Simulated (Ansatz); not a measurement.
TaSi in space group I4_1md (No. 109; Ta on 4a, Si on 4a) under volume change, the program Ansatz at the PBE level (PAW), shape and atoms relaxed at each volume.

```
V (Å³/atom)  E − E(relaxed) (meV/atom)  P (GPa)
-----------  -------------------------  -------
15.571                            84.1    18.92
16.084                            35.5    11.65
16.597                             8.4     5.39
17.111                             0.0     0.00
17.624                             7.6    -4.64
18.137                            29.0    -8.63
18.651                            62.3   -12.06
```

Task: What does a third-order Birch–Murnaghan fit give for V₀, B₀ and B′?

Result: V₀ = 17.11 Å³/atom, B₀ = 166 GPa, B′ = 4.0.

The cell is a constructed one: a structure type filled with these elements; neither database checked (COD, Materials Project) lists it. Its standing as an ambient phase is unchecked. The cell was relaxed with PBE under the symmetry of its start; its stability against distortions is not shown here. The run is not spin-polarised. Scalar-relativistic: spin–orbit coupling is off unless named, which matters more the heavier the elements.

Potentials: the later of the program's two PAW sets.
